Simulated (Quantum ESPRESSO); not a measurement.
# SiGa3O5N: convergence and cost over cutoff and k mesh

Computed values, not a measurement. The program is pw.x of Quantum ESPRESSO 7.5 (plane-wave density functional theory). The cell is made up: 10 atoms on a corundum lattice, with randomly drawn elements, strain and displacements, not relaxed. PseudoDojo standard norm-conserving files (v0.5 for PBE, v0.4.1 for LDA and PBEsol) set the functional; there is no spin polarisation, spin-orbit coupling or dispersion term, and the masses in the input are unused placeholders.

Input of the run in row 4:

```
&control calculation='scf', pseudo_dir='./dojo.nc.sr.pbe.v0_5.standard.upf', outdir='./o', disk_io='low', tprnfor=.true., tstress=.true. /
&system ibrav=0, nat=10, ntyp=4, nbnd=45, ecutwfc=84.00895049, nosym=.true., tot_charge=0,
 occupations='smearing', smearing='fd', degauss=0.0018374661
/
&electrons conv_thr=7.350e-09, electron_maxstep=60, /
ATOMIC_SPECIES
Ga 1.0 Ga.upf
N 1.0 N.upf
O 1.0 O.upf
Si 1.0 Si.upf
CELL_PARAMETERS angstrom
2.508 1.448 4.5038
-2.508 1.448 4.5038
0.0 -2.896 4.5038
ATOMIC_POSITIONS angstrom
Si 0.0661 -0.1372 4.86
Ga 0.0578 -0.2301 2.0084
Ga 0.0675 0.0479 8.6723
Ga -0.0634 -0.1033 11.6014
O -1.1016 1.4208 7.8927
O -0.66 -1.4019 7.8302
N 1.7942 0.0783 7.9313
O 1.0466 -1.6392 5.5942
O 0.6222 1.6453 5.6559
O -1.993 -0.114 5.5501
K_POINTS automatic
5 5 5 1 1 1
```

The same cell was run at these settings. Meshes are shifted by half a step, and differences are from the last row, which is itself not exact.

| cutoff (eV) | k mesh | k points solved | threshold (eV) | free energy less the last row's (eV) | pressure (GPa) | largest stress difference (GPa) | largest force difference (eV/Å) | iterations | wall time (s) | k-point pools | processor |
| --- | --- | --- | --- | --- | --- | --- | --- | --- | --- | --- | --- |
| 800 | 2 x 2 x 2 | 4 | 1e-04 | 3.410 | -45.39 | 51.39 | 0.121 | 9 | 47 | 1 | AMD EPYC, Zen 5 class |
| 1143 | 2 x 2 x 2 | 4 | 1e-07 | 0.064 | 5.08 | 0.50 | 0.071 | 13 | 24 | 4 | AMD EPYC, older |
| 733 | 5 x 5 x 5 | 63 | 1e-07 | 10.056 | -118.62 | 123.81 | 0.159 | 13 | 99 | 4 | AMD EPYC, older |
| 1143 | 5 x 5 x 5 | 63 | 1e-07 | 0.003 | 5.07 | 0.02 | 0.001 | 13 | 175 | 4 | AMD EPYC, older |
| 1437 | 7 x 7 x 7 | 172 | 1e-07 | 0.000 | 5.09 | 0.00 | 0.000 | 13 | 883 | 4 | AMD EPYC, older |

Each pool is one process. Wall times include start-up and a band step at six k points, which weighs most on the coarsest meshes. The runs were on shared virtual cores whose load varied, so times are rough.